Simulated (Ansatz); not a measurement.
A Y4Zn15Cu cell: a random packing after short dynamics, relaxed.

```
CELL_PARAMETERS angstrom
7.96241 -0.42997 0.33159
-0.44230 6.43734 0.27011
0.32215 0.25142 7.02413
ATOMIC_POSITIONS crystal
Zn 0.74413 0.60421 0.20656
Zn 0.98021 0.67183 0.90760
Zn 0.88018 0.36342 0.43508
Zn 0.15457 0.61267 0.59445
Zn 0.78552 0.36170 0.78788
Zn 0.24902 0.45343 0.92842
Zn 0.19973 0.36382 0.30691
Zn 0.94346 0.29125 0.08854
Zn 0.39602 0.95131 0.46880
Zn 0.60938 0.64914 0.87500
Zn 0.84413 0.73224 0.57263
Zn 0.33858 0.85899 0.84834
Zn 0.64511 0.01861 0.69288
Zn 0.43426 0.70345 0.18482
Zn 0.73418 0.99969 0.34114
Y 0.10104 0.88372 0.22834
Y 0.50535 0.20275 0.07906
Y 0.07915 0.10840 0.70243
Y 0.48985 0.42691 0.55240
Cu 0.80120 0.95326 0.99390
```

These are results of Ansatz 0.2.0, DFT PBE, scalar-relativistic, plane waves, PAW, not measurements.

Cutoff 420 eV; k points 3×4×4 on the computed 20-atom cell (Γ-centred); Gaussian smearing, width 0.10 eV; no spin polarisation.

Question: Describe its local order.

Answer: Counting as bonded all pairs within 1.3 times the summed covalent radii:

```tsv
atom → neighbour	mean count	mean length (Å)	spread (Å)
Cu → Y	3.00	3.02	0.07
Cu → Zn	8.00	2.69	0.27
Y → Cu	0.75	3.02	0.07
Y → Y	3.50	3.87	0.27
Y → Zn	13.25	3.24	0.27
Zn → Cu	0.53	2.69	0.27
Zn → Y	3.53	3.24	0.27
Zn → Zn	6.80	2.70	0.13
```

Angles between all pairs of such bonds at an atom (mean ± spread): 97 ± 34° at Cu, 94 ± 35° at Y, 97 ± 33° at Zn.

Question: Does it have a gap?

Answer: It has no gap on the mesh. Levels at Γ next to the Fermi level (eV from it): -1.23, -0.79, -0.64, -0.61, -0.55, -0.51, 0.32, 0.35, 0.62, 0.71, 1.08, 1.18.

The final mesh leaves forces up to 0.15 eV/Å and stresses up to 1.9 GPa: the relaxation ran on a coarser mesh, so the cell's shape, its bonds and its energy belong partly to that mesh.

The relaxation stopped before its thresholds.

The k mesh is coarse.

Cost: 2 runs of about 29 core-minutes in all (earlier runs that led there not counted), on Arm Neoverse V1 (shared hosts).